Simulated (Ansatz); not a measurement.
SiC:
```
SiC
1.0
    3.08493     0.00000     0.00000
   -1.54247     2.67163     0.00000
    0.00000     0.00000     7.06170
Si C
3 3
Direct
  0.50000   0.00000   0.50000
  0.00000   0.50000   0.16667
  0.50000   0.50000   0.83333
  0.50000   0.00000   0.00000
  0.00000   0.50000   0.66667
  0.50000   0.50000   0.33333
```

Relaxed with PBE. Special points in fractions of this cell's reciprocal vectors: Γ (0.000, 0.000, 0.000); M (0.500, 0.000, 0.000); K (0.333, 0.333, 0.000); A (0.000, 0.000, 0.500); L (0.500, 0.000, 0.500); H (0.333, 0.333, 0.500).

### Question
List the band energies nearest the valence-band maximum at these points for the program Ansatz at the PBE level (PAW).

### Answer
In eV from the valence-band maximum; about four levels below and three above (degenerate sets whole), none deeper than 8.9 eV; points with the same levels are listed once.

| k | below | above |
|---|---|---|
| Γ | -0.33 -0.33 -0.18 0.00 | 3.37 3.37 4.17 |
| M | -3.57 -2.87 -2.40 -2.13 | 0.87 1.63 2.65 |
| K | -5.63 -5.63 -3.28 -2.31 -2.31 | 2.52 3.21 3.21 |
| A | -0.98 -0.34 -0.16 -0.16 | 2.96 4.54 4.54 |
| L | -3.40 -2.75 -2.48 -2.03 | 1.91 2.72 3.45 |
| H | -4.90 -4.90 -3.39 -2.40 | 2.85 5.37 5.37 |

Space group P6_222. A made-up cell: these elements were put on the sites of a structure type; neither database checked (COD, Materials Project) lists it. It is not the phase usual at ambient conditions (space group No. 186, 216). The PBE relaxation kept the symmetry of its start; phonons on a q-mesh show no instability.

Potentials: the later of the program's two PAW sets.
